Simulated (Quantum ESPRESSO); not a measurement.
**SiC: magnetic shieldings**

```xyz
2
Lattice="0.0000 2.1740 2.1740 2.1740 0.0000 2.1740 2.1740 2.1740 0.0000" Properties=species:S:1:pos:R:3 pbc="T T T"
Si     0.0000     0.0000     0.0000
C      1.0870     1.0870     1.0870
```
The cell was made here from an entry of the Crystallography Open Database (unchecked): atoms relaxed with PBE in the measured cell (PBE without dispersion, pw.x of a modified build of Quantum ESPRESSO, symmetry kept).  Stability against distortions was not tested.

Shieldings are absolute and leave out the bulk-susceptibility term; a larger σ means a smaller chemical shift. By our sweeps, such settings leave a few ppm in absolute σ. No d partial waves on Si: the paramagnetic term there is incompletely reconstructed.

Question: What do the calculations give at each independent site (shieldings by PBE GIPAW on JTH datasets (Quantum ESPRESSO), 20 Ha, k-mesh 10×10×10 shifted, f-sum rule met within 0.002 %)?

Answer: 
```
site         site symmetry  σ_iso (ppm)
-----------  -------------  -----------
Si (atom 1)           -43m          359
C (atom 2)            -43m          142
```
